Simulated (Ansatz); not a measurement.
A geometry of CsSnI3 away from equilibrium: step 5 of the relaxation of a relaxed CsSnI3 cell, doubled along one cell vector, shaken by Gaussian noise of σ = 0.08 Å a coordinate. Computed with PBE (plane waves to 420 eV, PAW, scalar-relativistic; Ansatz, an electronic-structure program). Γ-centred k-mesh 5×3×2 on the run's cell (coarser than for final values), Fermi–Dirac smearing 0.05 eV. The plane waves were selected for a different cell earlier on the path.

```
CELL_PARAMETERS angstrom
      4.77199     0.00364     0.00881
      0.00728     9.70050    -0.00211
      0.02232    -0.00267    12.03365
ATOMIC_POSITIONS crystal
  Cs 0.50863 0.24389 0.49243
  Cs 0.50555 0.73892 0.50048
  I  0.54942 0.24250 0.15036
  I  0.55271 0.71373 0.15377
  I  0.51695 0.22547 0.84693
  I  0.56084 0.72873 0.85116
  I  0.99292 0.99057 0.51458
  I  0.02121 0.48855 0.49303
  Sn 0.94121 0.08383 0.98849
  Sn 0.93708 0.56714 0.00916
```

Question: Give the Cartesian forces on all atoms (eV/Å).

Answer: 
```json
[
 {"atom": "Cs1", "Fx": "0.02", "Fy": "-0.26", "Fz": "-0.09"},
 {"atom": "Cs2", "Fx": "0.05", "Fy": "0.06", "Fz": "0.01"},
 {"atom": "I3", "Fx": "0.39", "Fy": "-0.31", "Fz": "-0.01"},
 {"atom": "I4", "Fx": "0.02", "Fy": "-0.16", "Fz": "0.43"},
 {"atom": "I5", "Fx": "0.07", "Fy": "-0.29", "Fz": "-0.28"},
 {"atom": "I6", "Fx": "0.32", "Fy": "-0.31", "Fz": "-0.09"},
 {"atom": "I7", "Fx": "0.29", "Fy": "0.04", "Fz": "0.16"},
 {"atom": "I8", "Fx": "-0.33", "Fy": "0.13", "Fz": "-0.03"},
 {"atom": "Sn9", "Fx": "-0.45", "Fy": "0.58", "Fz": "0.12"},
 {"atom": "Sn10", "Fx": "-0.39", "Fy": "0.52", "Fz": "-0.22"}
]
```

The path ends in P1 (No. 1) at a tolerance of 0.01 Å, P2₁ (No. 4) at 0.1 Å. No spin polarisation in the result.

The end of the path is a generated cell of CsSnI3: the first start was made by a random draw of sites in a space group, and the end was not matched to a known phase here, so it may be hypothetical. Known forms of CsSnI3 include space group No. 62, 221.
